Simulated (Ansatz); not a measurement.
input.yaml (Ansatz)

```yaml
crystal:
  lattice:
    - [-1.2981392388, 1.5791382014, 1.1577057016]
    - [1.5791382014, -1.2981392388, 1.1577057016]
    - [2.6475250918, 2.6475250918, -0.643055587]
  atoms:
    - { symbol: Mn, position: [0.0416737058, 0.9583262942, 0.0], spin: 3.0 }
    - { symbol: Mn, position: [0.7083262942, 0.2916737058, 0.5], spin: -3.0 }
hamiltonian:
  xc: pbesol
  pseudopotentials:
    kind: paw
    azcp:
      Mn: "pseudopotentials/Mn.paw.azcp"
basis:
  ecutwfc: 420
  fft_grid_basis: typed
kpoints:
  mp_grid: { grid: [17, 17, 9], shift: [0, 0, 0] }
magnetization:
  spin_polarized: true
scf:
  occupations: { method: fermi_dirac, width: 0.05 }
  lower_state_search: "off"
output:
  stress: true
```

Output

```
Warning: the record states the generating functional pbe (its physics header spells it `PBE`), which answers neither for hamiltonian.xc's functional nor for the pbesol family's — results may be inconsistent (PPs are generated against a specific XC)
Engine: ansatz 0.2.0, x86_64-unknown-linux-gnu
Pseudopotentials: kind: paw
Pseudopotential: Mn, paw, valence charge 15, recommended cutoff 420 eV (normal) 
Functional definition: PBEsol
  exchange = pbesol_x
  correlation = pbesol_c
Crystal: 2 atoms, lattice volume = 18.158 Å³
Basis set: ecut = 420 eV, 337 PW (Γ)
Bands: 22, of which v1, the nominal top of the filled ones, is band 15 counted from 1 (14 counted from 0)
Symmetry: 2 space group operations
Space group: C2 (ITA 5), of the structure as read, at distance tolerance 2.6e-5 Å
Magnetic group: BNS 15.88 (UNI 95), of the structure as read, at distance tolerance 2.6e-5 Å
k-points: 693 of 2601 (time reversal used)
Non-local potential: Mn, projectors of the file, l = 0: 3, l = 1: 2, l = 2: 3, l = 3: 1
PAW form: soft (Blöchl's): semilocal exchange-correlation on the pseudo side does not see the compensation charge
PAW frozen core: Mn, regenerated for the run's functional, and the local potential with it (the file was generated under x = pbe(κ = 0.804, μ = 0.2195149727645171), c = pbe(β = 0.06672455060314922))
PAW one-centre angular grid: Mn, 590 points (default); XC on 64 Gauss nodes
Initial density: superposition of atomic densities (chi_scale 0.1, normalization cell)
Starting moments: Σ|m| = 6 μB on 2 of 2 sites
Starting magnetic order: antiferromagnet; an inversion exchanges its spin sublattices: spin-degenerate at every k-point
Initial wavefunctions: pseudopotential atomic-orbital guess
Functional: x = pbesol(κ = 0.804, μ = 0.12345679012345678), c = pbesol(β = 0.046)
SCF iter   1: F=—  HF=-7736.593286 eV  |F-HF|=—  |Δ(HF+E_count)|=         —  Δρ=1.62e-1 (↑1.62e-1 ↓1.62e-1)  dr2=2.09e0  dr2_m=3.62e0  M=0.000 μB ∫|m|=3.241 μB  β_m=0.30  ethr=3.10e-3  ⟨swp⟩=3.5  Hψ=110916  notcnv=0  defer=71
SCF iter   2: F=—  HF=-7736.144018 eV  |F-HF|=—  |Δ(HF+E_count)|=   4.49e-1  Δρ=1.39e-1 (↑1.39e-1 ↓1.39e-1)  dr2=4.79e-1  dr2_m=3.06e0  M=-0.000 μB ∫|m|=3.381 μB  β_m=0.30  ethr=3.10e-3  ⟨swp⟩=3.1  Hψ=55248  notcnv=0  defer=2328
Mixer restart at iter 2: flushing history
spin-set hold released at iteration 2 (the charge has settled, or the pull on large starting moments outlasts its swing): the magnetisation degrees of freedom join the quasi-Newton model from the next iteration; the mixer history was flushed
SCF iter   3: F=—  HF=-7736.320772 eV  |F-HF|=—  |Δ(HF+E_count)|=   1.77e-1  Δρ=1.07e-1 (↑1.06e-1 ↓1.07e-1)  dr2=2.81e-2  dr2_m=1.88e0  M=-0.000 μB ∫|m|=3.178 μB  β_m=0.65  ethr=1.60e-3  ⟨swp⟩=2.8  Hψ=46969  notcnv=0  defer=2328
SCF iter   4: F=—  HF=-7737.286363 eV  |F-HF|=—  |Δ(HF+E_count)|=   9.66e-1  Δρ=8.89e-2 (↑8.89e-2 ↓8.70e-2)  dr2=1.24e0  dr2_m=8.14e-1  M=0.000 μB ∫|m|=1.958 μB  β_m=0.57  ethr=9.37e-5  ⟨swp⟩=4.0  Hψ=83342  notcnv=0  defer=2170
...
iter 16 did not close the SCF: its close was put off for a magnetic moment that had not settled (scf_convergence_deferred on its scf_iter line)
SCF iter  16: F=-7737.189523 eV  HF=-7737.189523 eV  |F-HF|=1.42e-8  |Δ(HF+E_count)|=   2.29e-8  Δρ=7.05e-6 (↑7.05e-6 ↓3.46e-6)  dr2=1.66e-8  dr2_m=1.99e-9  M=-0.000 μB ∫|m|=0.000 μB  β_m=0.79  ethr=3.33e-10  ⟨swp⟩=3.0  Hψ=107828  notcnv=0
iter 17 did not close the SCF: its close was put off for a magnetic moment that had not settled (scf_convergence_deferred on its scf_iter line)
SCF iter  17: F=-7737.189523 eV  HF=-7737.189523 eV  |F-HF|=3.37e-11  |Δ(HF+E_count)|=   2.13e-9  Δρ=1.33e-6 (↑1.33e-6 ↓1.19e-6)  dr2=1.20e-10  dr2_m=2.04e-10  M=-0.000 μB ∫|m|=0.000 μB  β_m=0.85  ethr=5.54e-11  ⟨swp⟩=2.0  Hψ=90701  notcnv=0
SCF iter  18: F=-7737.189523 eV  HF=-7737.189523 eV  |F-HF|=1.46e-11  |Δ(HF+E_count)|=  1.83e-10  Δρ=6.15e-7 (↑4.15e-7 ↓6.15e-7)  dr2=2.65e-11  dr2_m=2.73e-11  M=-0.000 μB ∫|m|=0.000 μB  ethr=1.00e-12  ⟨swp⟩=1.2  Hψ=79888  notcnv=0
WARN: the starting moments were not kept: the SCF closed with an absolute magnetisation of 2.8e-5 μB, where they sum to 6 μB in size (2 sites). That is at most 0.1 of that sum. Measured as dr2_m measures the in/out step, that magnetisation stands 5.9e-10 eV from none, at or under the dr2_threshold of 1.0e-7 eV: it is no larger than a step whose dr2_m would equal this threshold. The system may hold no moment; this SCF shows only that its start led to no more than that. To try another start: raise the starting moments (crystal.atoms[].spin, magnetization.per_species, magnetization.initial_magnetization, or on a non-collinear deck that types none of these the spinor_matrix: blocks that start its atoms; where the total moment is fixed, keep their sum and leave initial_magnetization as it is; typed ones take the place of any that the run laid by itself, positive ones on a crystal's lanthanoids without a Hubbard term where scf.initial_density.shell_occupations: [] is typed) or, if the notice of its spin-set hold's release reads "site moments contracting" or "site moments show no strong build", lengthen the hold (scf.mixing.spin_hold: { on: { confirm: 4 } }; for m-r²SCAN on two components see the key's manual first). Each may lead to a state that holds a moment. A second SCF, from the converged charge density, with the starting moments and any scf.initial_density.shell_occupations laid on it anew, would have followed, and was not run: the deck does not ask for one (magnetization.retry_lost_moments is false, the default). To let it run, set magnetization.retry_lost_moments: true and run the deck again, where that key's refused combinations let it; where memory then withholds it, that run's warning says so.
SCF 1 converged in 18 iterations: F = -7737.189523 eV  dr2 = 2.65e-11
SCF converged after 18 iterations
Magnetization: -0.0000 μB (15.0000 up, 15.0000 down)
Absolute magnetization: 0.0000 μB (∫|ρ↑−ρ↓|, with the PAW one-centre terms)
Spin contamination: 0.0000 ħ² per cell (⟨S²⟩ above its minimum at these occupations)
Per-site moments (μB) at R_I (Å): [(-1.499653505665294e-5, 0.9627410272213727), (1.2287486304192466e-5, 0.9627410272213727)]
Free energy (F): -7737.189523 eV
Harris-Foulkes:  -7737.189523 eV  (|F-HF|=1.46e-11)
Internal energy: -7737.171962 eV  (E = F + TS)
E sigma→0 (E₀):  -7737.180742 eV
Entropy (-TS):   -0.017561 eV (-8.780 meV/atom)
Fermi energy:    24.381472 eV
--- Per-component energies (eV) ---
  E_band       = -193.041997
  E_kinetic    = 630.118202
  E_local      = -2766.016696  (includes V_loc(G=0)·N_el)
  E_nonlocal   = 475.290567
  E_hartree    = 1176.434223
  E_xc         = -235.103562
  E_vxc        = -302.665811  (∫ρ·V_xc dr)
  E_paw        = -2532.810497  (= ΣΔE_a)
  E_vpaw       = -582.636867  (= ΣTr[D̂ρ^β])
  E_aug_tail   = -0.000021  (compensation charges beyond the density's cutoff)
  E_ewald      = -4485.423479
  E_core_change = 0.339301  (= ΣΔE_core)
  E_smearing   = -0.017561  (= −TS)
  E_closure    = 0.000000  (closes the sum)
  Σ components = -7737.189523   (vs F -7737.189523, Δ=0.00e0)
--- Stress (GPa, compression-positive) ---
       52.250722      -0.331754       0.096602
       -0.331754      52.250722       0.096602
        0.096602       0.096602      52.564896
  P = ⅓ Tr σ = 52.3554 GPa (523.554 kbar)
```

Command:

```sh
ansatz run input.yaml --threads 2 --pin off --max-ram 5120MiB --backend cpu --events-out ev --progress --plain --runs-dir out
```

On 2 threads of Intel(R) Xeon(R) 6975P-C (Granite Rapids) (shared host) this took about 30 s of wall time and 56 s of CPU time.
